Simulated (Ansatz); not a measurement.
Relaxed-ion elastic tensor of ZrPt₃ (Cu3Au type, Pm-3m) in GPa (Voigt order), plane-wave PAW LDA (Ansatz code); density 17.93 g/cm³, 15.66 Å³ per atom.

```
395  201  201  0.0  0.0  0.0
201  395  201  0.0  0.0  0.0
201  201  395  0.0  0.0  0.0
0.0  0.0  0.0  143  0.0  0.0
0.0  0.0  0.0  0.0  143  0.0
0.0  0.0  0.0  0.0  0.0  143
```

Q: Is the crystal mechanically stable?

A: Yes: the smallest eigenvalue of C is 143 GPa.

Q: Work out the Voigt, Reuss and Hill averages.

A: K_V = 266, K_R = 266, K_H = 266; G_V = 124, G_R = 120, G_H = 122 GPa.

Q: Give Young's modulus, Poisson's ratio, Pugh's ratio and the universal anisotropy index.

A: E = 9KG/(3K + G) = 318 GPa; ν = 0.30; K/G = 2.17 (ductile by the Pugh limit of 1.75); A_U = 5G_V/G_R + K_V/K_R − 6 = 0.18.

Q: Estimate the sound speeds and the Debye temperature.

A: v_l = √((K + 4G/3)/ρ) = 4890 m/s, v_t = √(G/ρ) = 2610 m/s, mean 2920 m/s; Θ = (h/k)(3n/4πV)^(1/3) v_m = 347 K.

Q: Give the Zener ratio and Young's modulus along [100], [110] and [111].

A: A = 2C44/(C11 − C12) = 1.47; 1/E = S11 − 2(S11 − S12 − S44/2)Γ with Γ = 0, 1/4, 1/3 gives 259, 330, 363 GPa.

The workflow started from a Materials Project entry (that database holds measured and hypothetical structures alike); the Crystallography Open Database files this formula in space group No. 221, but the cells were not matched. Its standing as an ambient phase is unchecked. Symmetry was held in the LDA relaxation; whether a distortion lowers the energy is not shown. No spin polarisation was allowed. As this level gives no gap, shear constants depend on the k-mesh and smearing (Fermi–Dirac, 0.1 eV here). Scalar-relativistic: spin–orbit coupling is off unless named, which matters more the heavier the elements.

Potentials: the later of the program's two PAW sets.
